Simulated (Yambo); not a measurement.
## How GW settings move the gap: RbCdF3

G0W0@LDA for RbCdF$_{3}$ (cubic perovskite, space group Pm-3m, No. 221) in Yambo. Reference settings: 4×4×4 Γ-centred k mesh, bands 5 to 132 and a 7 Ry block in the screening, 132 bands in G with the Bruneval-Gonze terminator, plasmon pole fitted at 27.2 eV. The LDA gap R → Γ on this mesh is 2.92 eV; G0W0 gaps are taken between the same points.

```
change from the reference                                G0W0 gap R → Γ (eV)  shift of the valence edge (eV)        rough Yambo cost
-------------------------------------------------------  -------------------  ------------------------------  ----------------------
reference settings                                                      6.36                           -1.85                       1
41 bands in W, 41 bands in G, 3 Ry block                                7.63                           -2.32               about 1/6
41 bands in W, 41 bands in G, 6 Ry block                                7.47                           -2.11               about 1/5
57 bands in W, 57 bands in G, 2 Ry block                                7.64                           -2.70               about 1/4
57 bands in W, 57 bands in G, 4 Ry block                                7.04                           -2.07               about 1/4
78 bands in W, 78 bands in G, 2 Ry block                                7.34                           -2.62               about 1/2
78 bands in W, 78 bands in G, 6 Ry block                                6.63                           -1.87               about 1/2
105 bands in W, 105 bands in G, 6 Ry block                              6.45                           -1.87  within a factor of two
105 bands in W, 105 bands in G, 2 Ry block                              7.21                           -2.61  within a factor of two
105 bands in W, 105 bands in G, 3 Ry block                              6.59                           -2.05  within a factor of two
2 Ry block                                                              7.14                           -2.61  within a factor of two
3 Ry block                                                              6.50                           -2.05  within a factor of two
4 Ry block                                                              6.44                           -1.98  within a factor of two
57 bands in W, 57 bands in G, 3 Ry block, no terminator                 7.03                           -1.91               about 1/4
57 bands in W, 57 bands in G, no terminator                             6.80                           -1.57               about 1/3
```

The reference isn't shown to be the converged limit. Costs are rough (shared machines), scaled to the same edge states, and given only for runs that recompute the screening.

Spin-orbit splittings are left out. The cell is held in this high symmetry; tilts and polar distortions were not searched.

Geometry of the Materials Project entry, not relaxed at this level; primitive cell a = 4.4250 Å, b = 4.4250 Å, c = 4.4250 Å, α = 90.00°, β = 90.00°, γ = 90.00°.

The structure is a Materials Project entry; no match was found in the copy of COD used, and its stability was not checked.

A shift is the quasiparticle energy of the state minus its LDA energy.
